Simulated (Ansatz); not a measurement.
The start is a relaxed Pb cell displaced along its unstable phonon at q = (½, 0, 0) of its primitive reciprocal cell (22i cm⁻¹), largest move 0.15 Å. The cell and all atomic positions are relaxed at zero pressure with r2SCAN (plane waves to 500 eV, PAW, scalar-relativistic; Ansatz, an electronic-structure program). The first steps use a coarse 5×10×10 k-mesh.

The start:
```yaml
crystal:
  lattice:
    - [6.42755, 0.00000, 0.00000]
    - [0.00000, 3.21377, 0.00000]
    - [0.00000, 0.00000, 3.21377]
  atoms:
    - { symbol: Pb, position: [0.00000, 0.00000, 0.95333] }
    - { symbol: Pb, position: [0.50000, 0.00000, 0.04667] }
```

### Question
Which atoms feel the largest initial force, and how large is it?

### Answer
0.05 eV/Å, on Pb1, Pb2 (atoms numbered as listed).

### Question
How much energy is released per atom?

### Answer
0.06 eV/atom.

### Question
How does the volume change?

### Answer
-3.3 %, from 33.19 to 32.08 Å³/atom.

### Question
Does it find its way back to the structure it was made from?

### Answer
It does not go back: it reaches P6/mmm (No. 191), AFLOW prototype A_hP1_191_a (A_f, as in Sn), 0.07 eV/atom below the parent.

### Question
Is the relaxed structure metallic? Give its gap.

### Answer
No gap (metallic).

### Question
Give the final cell and atomic positions.

### Answer

```cif
data_Pb
_chemical_formula_sum 'Pb1'
_space_group_name_H-M_alt 'P6/mmm'
_space_group_IT_number 191
_space_group_name_Hall '-P 6 2'
_cell_length_a 3.38562
_cell_length_b 3.38562
_cell_length_c 3.23189
_cell_angle_alpha 90.000
_cell_angle_beta 90.000
_cell_angle_gamma 120.000
loop_
_atom_site_label
_atom_site_type_symbol
_atom_site_symmetry_multiplicity
_atom_site_Wyckoff_symbol
_atom_site_fract_x
_atom_site_fract_y
_atom_site_fract_z
_atom_site_occupancy
Pb1 Pb 1 a 0.00000 0.00000 0.00000 1
```

Final values are on a 16×16×14 k-mesh of the relaxed cell. No spin polarisation in the result.

The run could not lose the symmetry of its start: the end is stationary, and may be a saddle point rather than a minimum.

The relaxed structure here is a generated cell of Pb: the first start was made by placing the elements on the sites of a structure type, and the end was not matched to a known phase here, so it may be hypothetical. Known forms of Pb include space group No. 225.
